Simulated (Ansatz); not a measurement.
CsPbBr3, cubic perovskite was relaxed with 4 functionals in the PAW code Ansatz, cell and atoms free, the symmetry of the start kept (meshes: PBE 4×4×4, r2SCAN 4×4×4, PBEsol 4×4×4, LDA 4×4×4). Calculated for a static, non-magnetic cell.

The PBE result:
```cif
data_structure
_symmetry_space_group_name_H-M 'Pm-3m'
_symmetry_Int_Tables_number 221
_cell_length_a 6.0095
_cell_length_b 6.0095
_cell_length_c 6.0095
_cell_angle_alpha 90.000
_cell_angle_beta 90.000
_cell_angle_gamma 90.000
_cell_volume 217.03
loop_
_atom_site_label
_atom_site_type_symbol
_atom_site_symmetry_multiplicity
_atom_site_Wyckoff_symbol
_atom_site_fract_x
_atom_site_fract_y
_atom_site_fract_z
_atom_site_occupancy
Cs1 Cs 1 a 0.00000 0.00000 0.00000 1
Pb1 Pb 1 b 0.50000 0.50000 0.50000 1
Br1 Br 3 c 0.50000 0.50000 0.00000 1
```

It is cubic, Pm-3m (No. 221); conventional cell a = 6.010 Å, 43.41 Å³ an atom. Cs has 12 Br at 4.25 Å; Pb has 6 Br at 3.00 Å; Br has 2 Pb at 3.00 Å and 4 Cs at 4.25 Å.

Question: Order the functionals by the relaxed volume, smallest first.
A. r2SCAN
B. PBEsol
C. LDA
D. PBE

Answer: C (38.70 Å³/atom), B (40.71 Å³/atom), A (41.98 Å³/atom), D (43.41 Å³/atom).

Question: What lattice does LDA give?

Answer: a = 5.784 Å; the volume differs by -10.8 % from PBE's. Cs has 12 Br at 4.09 Å; Pb has 6 Br at 2.89 Å; Br has 2 Pb at 2.89 Å and 4 Cs at 4.09 Å.

Question: What lattice does PBEsol give?

Answer: a = 5.882 Å; the volume differs by -6.2 % from PBE's. Cs is surrounded by 12 Br at 4.16 Å; Pb is surrounded by 6 Br at 2.94 Å; Br is surrounded by 2 Pb at 2.94 Å and 4 Cs at 4.16 Å.

Question: Held at the r2SCAN cell, what mean stress do LDA and PBE find, and does its sign point to their own minimum?

Answer: Yes. LDA -1.73 GPa, and its relaxed volume is -7.8 % from r2SCAN's; PBE +0.68 GPa, and its relaxed volume is +3.4 % from r2SCAN's. Compression counts positive, so a positive stress asks for a larger cell.
